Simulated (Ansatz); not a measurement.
## Structure relaxation, Nb

The start is a generated trial cell of Nb in the hcp structure type. The structure is fully relaxed (lattice and positions, P = 0) with r2SCAN (plane waves to 500 eV, PAW, scalar-relativistic; Ansatz, a program for electronic structure). The first steps use a coarse 13×13×7 k-mesh.

Input geometry:
```
Nb
1.0
    2.94563     0.00000     0.00000
   -1.47281     2.55099     0.00000
    0.00000     0.00000     4.78250
Nb
2
Direct
  0.33333   0.66667   0.25000
  0.66667   0.33333   0.75000
```

```yaml
initial_pressure: "+5.8 GPa (positive: the cell is compressed)"
energy_released: 0.08 eV/atom
volume_change: +3.3 %, from 17.97 to 18.57 Å³/atom
Shortest distances (start → end): "The closest pairs of elements (up to four, under 3.6 Å), start → end: Nb–Nb 2.93 → 2.86 Å"
band_gap_at_the_end: no gap (metallic)
optimiser_moves: 15
```

Final values are on a 19×19×9 k-mesh of the relaxed cell. No spin polarisation in the result.

The run could not lower the symmetry of its start; a shaken copy of this end point relaxes with r2SCAN to R-3m (No. 166) at a tolerance of 0.01 Å, Im-3m (No. 229) at 0.1 Å, 0.31 eV/atom lower.

The relaxed structure here is a generated cell of Nb: the first start was made by placing the elements on the sites of a structure type, and the end was not matched to a known phase here, so it may be hypothetical. Known forms of Nb include space group No. 229.
